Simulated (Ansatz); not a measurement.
The relaxed structure here is a generated cell of V: the first start was made by a random draw of sites in a space group, and the end was not matched to a known phase here, so it may be hypothetical. Known forms of V include space group No. 229.

The end point of a relaxation of V. Computed with PBE (plane waves to 420 eV, PAW, scalar-relativistic; Ansatz, a program for electronic structure).

```xyz
2
Lattice="0.0000 2.4840 4.4720 1.2269 0.0000 4.4720 1.2269 2.4840 0.0000" Properties=species:S:1:pos:R:3 pbc="T T T"
V      0.0000     0.0000     0.0000
V      0.6135     1.2420     2.2360
```

### Question
Find the space group and the Wyckoff positions (tolerance 0.01 Å).

### Answer
Space group Fddd, origin choice 1 (No. 70); a = 2.4538 Å, b = 4.9679 Å, c = 8.9440 Å, α = 90.00°, β = 90.00°, γ = 90.00°

```json
[
 {"atom": "V", "site": "8a", "symmetry": "222", "x": "0.0000", "y": "0.0000", "z": "0.0000"}
]
```

This is the AFLOW prototype A_oF8_70_a.

### Question
Give the shortest distances between elements (the closest pairs, up to four, under 3.6 Å).

### Answer
V–V 2.45 Å.

| Property | Value |
|---|---|
| Volume per atom | 13.63 Å³ |
| Density | 6.21 g/cm³ |
| Band gap | no gap (metallic) |
| Magnetic moment | zero (the starting moments vanished) |

No spin polarisation in the result: the starting moments vanished.

The run could not lose the symmetry of its start: the end is stationary, and may be a saddle point rather than a minimum.
